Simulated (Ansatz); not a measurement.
**Structure relaxation, Ag**

The start is a relaxed Ag cell, doubled along one cell vector, shaken by Gaussian noise of σ = 0.08 Å a coordinate. The cell and all atomic positions are relaxed at zero pressure with PBEsol (plane waves to 420 eV, PAW, scalar-relativistic; Ansatz, a quantum-chemistry and plane-wave program). The first steps use a coarse 8×8×6 k-mesh.

Starting cell:
```
Ag
1.0
    4.61848     0.00000     0.00000
   -2.30924     3.99972     0.00000
    0.00000     0.00000     5.52818
Ag
6
Direct
  0.99137   0.00830   0.00247
  0.96946   0.96931   0.51228
  0.32993   0.66705   0.23549
  0.34449   0.70490   0.74563
  0.68450   0.34225   0.24129
  0.70517   0.39356   0.73899
```

```yaml
initial_pressure: "+2.2 GPa (positive: the cell is compressed)"
energy_released: 0.09 eV/atom
volume_change: -1.3 %, from 17.02 to 16.80 Å³/atom
relative_to_the_parent: "It does not go back: it reaches I4/mmm (No. 139), 0.04 eV/atom below the parent"
band_gap_at_the_end: zero (metallic)
optimiser_moves: 19
```

Final values are on a 21×21×21 k-mesh of the relaxed cell. No spin polarisation in the result.

The relaxed structure here is a generated cell of Ag: the first start was made by placing the elements on the sites of a structure type, and the end was not matched to a known phase here, so it may be hypothetical. Known forms of Ag include space group No. 225.
